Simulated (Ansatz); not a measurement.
Computed properties of Re

```xyz
2
Lattice="2.6029 0.0000 0.0000 -1.3015 2.2542 0.0000 0.0000 0.0000 4.1620" Properties=species:S:1:pos:R:3 pbc="T T T"
Re    0.0000    1.5028    1.0405
Re    1.3015    0.7514    3.1215
```

Atoms are numbered in the order listed.

The cell is a database entry far from equilibrium at this level of theory, probably a faulty or high-pressure entry; it serves as a test geometry alone.

No spin–orbit coupling, which matters for the heavy atoms here.

Computed with DFT, PBEsol, all-electron LAPW, scalar-relativistic in Ansatz 0.2.0.

Numerical set-up: a Γ-centred 18×18×10 k mesh, Fermi–Dirac smearing of 0.05 eV, basis error target 0.25 meV/atom, no spin polarisation.

```yaml
Pressure_at_this_cell: 100.0 GPa
Band_gap: "none: bands cross the Fermi level, a metal"
Stress_xx_yy_zz_compression_positive: 97.22, 97.22, 105.52 GPa
Density_of_states_at_the_Fermi_level_0.2_eV_bin: 1.31 states/eV per cell
Volume_per_atom: 12.21 Å³
```
